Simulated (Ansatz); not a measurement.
Relaxed-ion elastic tensor of InBi (zinc blende, F-43m) in GPa (Voigt order), DFT-LDA in the program Ansatz with PAW potentials; density 7.33 g/cm³, 36.68 Å³ per atom.

```json
[
 {"": "1", "1": "52.4", "2": "32.6", "3": "32.6", "4": "0.0", "5": "0.0", "6": "0.0"},
 {"": "2", "1": "32.6", "2": "52.4", "3": "32.6", "4": "0.0", "5": "0.0", "6": "0.0"},
 {"": "3", "1": "32.6", "2": "32.6", "3": "52.4", "4": "0.0", "5": "0.0", "6": "0.0"},
 {"": "4", "1": "0.0", "2": "0.0", "3": "0.0", "4": "20.1", "5": "0.0", "6": "0.0"},
 {"": "5", "1": "0.0", "2": "0.0", "3": "0.0", "4": "0.0", "5": "20.1", "6": "0.0"},
 {"": "6", "1": "0.0", "2": "0.0", "3": "0.0", "4": "0.0", "5": "0.0", "6": "20.1"}
]
```

**Question.** Is the crystal mechanically stable?

**Answer.** Yes: the smallest eigenvalue of C is 19.9 GPa.

**Question.** Work out the Voigt, Reuss and Hill averages.

**Answer.** K_V = 39.2, K_R = 39.2, K_H = 39.2; G_V = 16.0, G_R = 14.3, G_H = 15.1 GPa.

**Question.** Give Young's modulus, Poisson's ratio, Pugh's ratio and the universal anisotropy index.

**Answer.** E = 9KG/(3K + G) = 40.2 GPa; ν = 0.33; K/G = 2.59 (ductile by the Pugh limit of 1.75); A_U = 5G_V/G_R + K_V/K_R − 6 = 0.62.

**Question.** Estimate the sound speeds and the Debye temperature.

**Answer.** v_l = √((K + 4G/3)/ρ) = 2850 m/s, v_t = √(G/ρ) = 1440 m/s, mean 1610 m/s; Θ = (h/k)(3n/4πV)^(1/3) v_m = 144 K.

**Question.** Give the Zener ratio and Young's modulus along [100], [110] and [111].

**Answer.** A = 2C44/(C11 − C12) = 2.02; 1/E = S11 − 2(S11 − S12 − S44/2)Γ with Γ = 0, 1/4, 1/3 gives 27.5, 42.3, 51.5 GPa.

**Question.** Solve the Christoffel equation for the three sound speeds along [100], [110], [111].

**Answer.** Eigenvalues of C_ijkl n_j n_l equal ρv². In km/s, slowest first: [100] 1.66, 1.66, 2.67; [110] 1.16, 1.66, 2.92; [111] 1.35, 1.35, 3.00.

The first step of the workflow began from a Materials Project structure, measured or hypothetical; the Crystallography Open Database copy checked does not list it. COD files the formula under space group No. 129, so this cell is another polymorph or a model. With In and Bi taken as one species the cell has the higher symmetry Fd-3m, so it may be an ordered model of a mixed-site phase. Whether it is the stable phase at ambient conditions was not checked. Symmetry was held in the LDA relaxation; phonons on a q-mesh show no instability. As this level gives no gap, shear constants depend on the k-mesh and smearing (Fermi–Dirac, 0.1 eV here). Spin–orbit coupling is left out wherever it is not named.

Potentials: the later of the program's two PAW sets.
